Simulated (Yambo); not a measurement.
```
KF
1.0
    0.00000     2.67743     2.67743
    2.67743     0.00000     2.67743
    2.67743     2.67743     0.00000
F K
1 1
Cartesian
  2.67743   2.67743   2.67743
  5.35485   5.35485   5.35485
```

Response from Yambo on PBEsol (pw.x of Quantum ESPRESSO, ONCV potentials, scalar-relativistic) bands: 16×16×16 mesh, 27 bands, 4 Ry local-field block, 0.2 eV broadening.

Problem. Give the static electronic dielectric constant without and with local fields.

Solution. 
| field along | ε(0), independent particles | ε(0), RPA with local fields | refractive index √ε |
|---|---|---|---|
| x | 2.09 | 1.91 | 1.38 |
Electronic (clamped-ion) response only. PBEsol gaps are usually too small, which raises these values. Convergence of the RPA response with its 16×16×16 mesh was not tested.

Geometry strained from the cell relaxed with PBEsol, atoms relaxed again.
